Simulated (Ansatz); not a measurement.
The start is a generated cell, Cu2O built in the AFLOW prototype AB2_hP9_162_ad_k (as in V2N). A full variable-cell relaxation at zero pressure is run with r2SCAN (plane waves to 500 eV, PAW, scalar-relativistic; Ansatz, an electronic-structure program). The first steps use a coarse 6×6×6 k-mesh.

Initial structure:
```
Cu2O
1.0
    4.55284     0.00000     0.00000
   -2.27642     3.94288     0.00000
    0.00000     0.00000     4.22969
Cu O
6 3
Cartesian
  0.73984   1.28143   1.15048
  3.07317   0.00000   1.15048
 -1.53658   2.66144   1.15048
 -0.73984   1.28143   3.07921
  1.53658   2.66144   3.07921
  1.47967   0.00000   3.07921
  0.00000   0.00000   0.00000
  2.27642   1.31429   2.11484
  0.00000   2.62858   2.11484
```

| Property | Value |
|---|---|
| Initial pressure | +87 GPa (positive: the cell is compressed) |
| Energy released | 0.71 eV/atom |
| Band gap at the end | no gap (metallic) |
| Optimiser moves | 8 |

Relaxed structure:

```cif
data_Cu6O3
_chemical_formula_sum 'Cu6 O3'
_space_group_name_H-M_alt 'P-31m'
_space_group_IT_number 162
_space_group_name_Hall '-P 3 2'
_cell_length_a 4.89315
_cell_length_b 4.89315
_cell_length_c 4.73831
_cell_angle_alpha 90.000
_cell_angle_beta 90.000
_cell_angle_gamma 120.000
loop_
_atom_site_label
_atom_site_type_symbol
_atom_site_symmetry_multiplicity
_atom_site_Wyckoff_symbol
_atom_site_fract_x
_atom_site_fract_y
_atom_site_fract_z
_atom_site_occupancy
Cu1 Cu 6 k 0.35329 0.35329 0.78245 1
O1 O 1 a 0.00000 0.00000 0.00000 1
O2 O 2 d 0.33333 0.66667 0.50000 1
```

Final values are on a 11×11×10 k-mesh of the relaxed cell. No spin polarisation in the result. No Hubbard U is applied.

The run could not lose the symmetry of its start, so the end can be a saddle point.

The relaxed structure here is a generated cell of Cu2O: the first start was made by placing the elements on the sites of a structure type, and the end was not matched to a known phase here, so it may be hypothetical. Known forms of Cu2O include space group No. 224.
